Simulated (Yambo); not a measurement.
Yambo run on NaAlS2O8 (space group C2/m, No. 12). The wavefunctions come from this Quantum ESPRESSO step (LDA, PseudoDojo standard norm-conserving files, scalar-relativistic):

```
&CONTROL
  calculation = 'nscf'
  pseudo_dir = './pseudo'
  outdir = './out'
/
&SYSTEM
  ibrav = 0
  nat = 12
  ntyp = 4
  ecutwfc = 88.0
  ecutrho = 352.0
  occupations = 'fixed'
  force_symmorphic = .true.
  nbnd = 223
/
&ELECTRONS
  conv_thr = 1.2000000000000002e-08
  diago_full_acc = .true.
  diago_thr_init = 1e-08
/
ATOMIC_SPECIES
O 15.9990 O.upf
Na 22.9898 Na.upf
Al 26.9815 Al.upf
S 32.0600 S.upf
CELL_PARAMETERS angstrom
  3.971830000000  -2.533090000000   0.000000000000
  3.971830000000   2.533090000000   0.000000000000
 -0.384091000000   0.000000000000   7.298671000000
ATOMIC_POSITIONS crystal
O   0.298840000000   0.298840000000   0.393180000000
O   0.701160000000   0.701160000000   0.606820000000
O   0.230780000000   0.711240000000   0.187920000000
O   0.769220000000   0.288760000000   0.812080000000
O   0.288760000000   0.769220000000   0.812080000000
O   0.711240000000   0.230780000000   0.187920000000
O   0.230230000000   0.230230000000   0.060340000000
O   0.769770000000   0.769770000000   0.939660000000
Na   0.000000000000   0.000000000000   0.500000000000
Al   0.000000000000   0.000000000000   0.000000000000
S   0.362680000000   0.362680000000   0.211300000000
S   0.637320000000   0.637320000000   0.788700000000
K_POINTS automatic
2 2 2 0 0 0
```

Yambo input:

```
rim_cut
gw0
dyson
el_el_corr
HF_and_locXC
ppa
em1d
RandQpts= 1000000
RandGvec= 1 Ry
EXXRLvcs= 88 Ry
VXCRLvcs= 352 Ry
Chimod= "HARTREE"
% BndsRnXp
 2 | 222 |
%
NGsBlkXp= 7 Ry
% LongDrXp
 1.0 | 1.0 | 1.0 |
%
PPAPntXp= 27.2114 eV
% GbndRnge
 1 | 222 |
%
GTermKind= "BG"
DysSolver= "n"
ExtendOut
% QPkrange
 1 | 1 | 36 | 37 |
 5 | 5 | 36 | 37 |
%
```

k points by index: 1 = Γ, 5 = (-0.5, -0.5, 0).

Resulting energies as the program prints them:

```
#    K-point    Band    Eo [eV]    E [eV]    E-Eo [eV]    Vxc [eV]    Vnlxc [eV]    Sc|Eo [eV]    Sc|E [eV]    dSc/dw|Eo [eV]    Re(Z)    Im(Z)
#
    1    36    -0.151123    -1.751943    -1.600819    -20.25428    -26.15787    3.951725    4.302776    -5.966948    0.820154    -0.991598E-3
    1    37    5.397579    6.959397    1.561818    -12.88323    -7.711650    -3.373321    -3.609764    -4.119334    0.868520    -0.733792E-3
    5    36    0.000000    -1.597259    -1.597259    -20.35138    -26.16308    3.863786    4.214439    -5.973455    0.819993    -0.975759E-3
    5    37    6.620321    8.449736    1.829415    -12.96073    -7.200306    -3.637463    -3.931010    -4.366092    0.861733    -0.974634E-3
```
(The two width columns are left out.) Convergence of these settings isn't established.

Geometry of the Materials Project entry, not relaxed at this level.

The structure is a Materials Project entry; no match was found in the copy of COD used, and its stability was not checked.
